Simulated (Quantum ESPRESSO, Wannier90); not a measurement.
# Wannier functions of Li2Se (anti-fluorite)

```
CELL_PARAMETERS angstrom
      0.00000     2.97605     2.97605
      2.97605     0.00000     2.97605
      2.97605     2.97605     0.00000
ATOMIC_POSITIONS crystal
  Li 0.75000 0.75000 0.75000
  Li 0.25000 0.25000 0.25000
  Se 0.00000 0.00000 0.00000
```

Cell from Materials Project (mp-2286), symmetrised, no further relaxation. COD (Crystallography Open Database) has an entry of this formula and space group (matched by these alone). Computed values, not measurements, from PBE: Quantum ESPRESSO (norm-conserving PseudoDojo potentials, cutoff 69 Ry, no spin polarisation, no spin-orbit coupling) on a Γ-centred 10×10×10 mesh, then Wannier90. Density: 10×10×10 mesh, cold smearing 0.01 Ry. Spin-orbit coupling, left out, would split the p-like bands by a few tenths of an eV.

Base run: 12 functions from bands 8-28 of the 28 computed, start hydrogen-like Li: s;p; Se: s;p, centres 0.05 Å off the atoms, frozen window up to 4.46 eV relative to the valence-band maximum, outer window open. Its settings: num_cg_steps = 5, trial_step = 2 and dis_mix_ratio = 0.5 (the program's defaults), conv_tol = 1.0e-6 over 4 steps, num_iter = 1000, dis_conv_tol = 1.0e-6, dis_num_iter = 1000. One of them is changed at a time.

```tsv
run	disentanglement steps	localisation steps	Ω_I (Å²)	Ω_total (Å²)	ended
base	187	495	14.695	18.356	converged
trial_step = 0.5	187	471	14.695	18.356	converged
trial_step = 10.0	187	493	14.695	18.356	converged
dis_mix_ratio = 0.2	330	547	14.704	18.454	converged
```
